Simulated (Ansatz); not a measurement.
# AlCo: single point with Ansatz

System: AlCo (CsCl type), 2 atoms in the cell.

Ansatz input (lattice in Å, positions in fractions of it; a bare `kind: paw` takes the build's default datasets)
```yaml
crystal:
  lattice:
    - [2.85, 0, 0]
    - [0, 2.85, 0]
    - [0, 0, 2.85]
  atoms:
    - { symbol: Co, position: [0, 0, 0] }
    - { symbol: Al, position: [0.5, 0.5, 0.5] }
kpoints:
  mp_grid: { grid: [8, 8, 8] }
hamiltonian:
  xc: pbe
  pseudopotentials: { kind: paw }
scf:
  occupations: { method: fermi_dirac, width: 0.1 }
  convergence: { dr2_threshold: "1e-10 eV" }
  max_iter: 300
  n_bands: 26
output:
  forces: true
  stress: true
  eigenvalues: true
```

Theory: Ansatz 0.2.0 development build, PBE, plane waves, PAW datasets (generated soft set 1).

What the run gave

```
Plane-wave cutoff used : 420 eV
Pressure               : 0.60 GPa
Smearing term TS       : 17.2 meV/atom
Gap on the mesh        : none (metallic)
Valence electrons      : 20
Irreducible k-points   : 35
CPU time               : roughly 2 core-seconds on a shared host
```

Stress tensor in GPa, compression positive:
```
0.60 0.00 0.00
0.00 0.60 0.00
0.00 0.00 0.60
```

The stress includes the program's correction for the finite plane-wave basis.

The k-mesh is modest, so these values aren't fully converged in k.
